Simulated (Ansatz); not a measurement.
Polymorphs of WC, each relaxed with the program Ansatz at the r²SCAN level (PAW):

A: P-6m2
a = 2.9121 Å, b = 2.9121 Å, c = 2.8363 Å, α = 90.00°, β = 90.00°, γ = 120.00°

```tsv
atom	site	symmetry	x	y	z
W	1a	-6m2	0.0000	0.0000	0.0000
C	1f	-6m2	0.6667	0.3333	0.5000
```

B: rock salt (Fm-3m)
a = b = c = 4.3648 Å, α = β = γ = 90.00°

```json
[
 {"atom": "W", "site": "4a", "symmetry": "m-3m", "x": "0.0000", "y": "0.0000", "z": "0.0000"},
 {"atom": "C", "site": "4b", "symmetry": "m-3m", "x": "0.5000", "y": "0.5000", "z": "0.5000"}
]
```

C: CsCl type (Pm-3m)
a = 2.7157 Å, b = 2.7157 Å, c = 2.7157 Å, α = 90.00°, β = 90.00°, γ = 90.00°

| atom | site | symmetry | x | y | z |
|---|---|---|---|---|---|
| W | 1a | m-3m | 0.0000 | 0.0000 | 0.0000 |
| C | 1b | m-3m | 0.5000 | 0.5000 | 0.5000 |

Task: Rank these by energy per atom at 0 K (lowest first), as r²SCAN gives it.

Result: A (+0 meV/atom), B (+493 meV/atom), C (+966 meV/atom)

Constructed cells (a structure type filled with these elements, in neither database checked): C. Not the usual ambient phase: B; C. All cells were relaxed under the symmetry of their starts (and spin orders); stability against distortions was not tested throughout. Rows with no word on spin ran without spin polarisation. Spin–orbit coupling is left out wherever it is not named.

Energies hold the estimated change up to a 700 eV cutoff; steps of a few meV lie near the error of the meshes.

Potentials: the later of the program's two PAW sets.
